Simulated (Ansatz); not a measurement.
Sb2Pt: the relaxed cell by functional

The starting cell is an entry of the Crystallography Open Database (1994):

```
Sb Pt
1.0
     6.44230    0.00000    0.00000
     0.00000    6.44230    0.00000
     0.00000    0.00000    6.44230
Sb Pt
8 4
Cartesian
  2.4178 2.4178 2.4178
  0.8034 4.0245 5.6389
  5.6389 0.8034 4.0245
  4.0245 5.6389 0.8034
  4.0245 4.0245 4.0245
  5.6389 2.4178 0.8034
  0.8034 5.6389 2.4178
  2.4178 0.8034 5.6389
  0.0000 0.0000 0.0000
  3.2212 0.0000 3.2212
  3.2212 3.2212 0.0000
  0.0000 3.2212 3.2212
```

Atoms and cell were relaxed at zero pressure with plane-wave PAW DFT (Ansatz 0.2.0; one set of PAW datasets, made under PBE, for all functionals; 420 eV, r2SCAN 500 eV; 5×5×5 Γ-centred mesh, fermi-dirac occupations of width 0.100 eV; no spin polarisation, no spin-orbit coupling, no dispersion correction), keeping the symmetry (Pa-3, No. 205).

**Question.** What cells and energies do LDA, PBEsol, PBE, r2SCAN give?

**Answer.** The relaxed conventional cells:

```json
{"functional": "LDA", "a (Å)": "6.422", "volume (Å³/atom)": "22.07", "formation energy (eV/atom)": "-0.505"}
{"functional": "PBEsol", "a (Å)": "6.463", "volume (Å³/atom)": "22.50", "formation energy (eV/atom)": "-0.495"}
{"functional": "PBE", "a (Å)": "6.555", "volume (Å³/atom)": "23.47", "formation energy (eV/atom)": "-0.465"}
{"functional": "r2SCAN", "a (Å)": "6.505", "volume (Å³/atom)": "22.94", "formation energy (eV/atom)": "-0.528"}
{"functional": "the entry", "a (Å)": "6.442", "volume (Å³/atom)": "22.28", "formation energy (eV/atom)": "–"}
```

LDA gives the smallest volume and PBE the largest, 6.3 % more, the usual order, since LDA overbinds and PBE's gradient terms loosen the lattice. Against the entry's volume: LDA -1.0 %, PBEsol +1.0 %, PBE +5.3 %, r2SCAN +3.0 %; LDA and PBEsol come about as near. The formation energies span 0.06 eV an atom, lowest under r2SCAN.

Caveats: each relaxation keeps the start's symmetry, so a distorted cell may lie lower; computed cells are at 0 K with fixed nuclei, while the entry holds thermal expansion, often some tenths of a per cent in volume and more in soft crystals; no spin-orbit coupling, which moves formation energies of heavy elements; formation energies are at zero smearing against the elements' usual phases under the same functional, gases as free molecules, uncorrected.
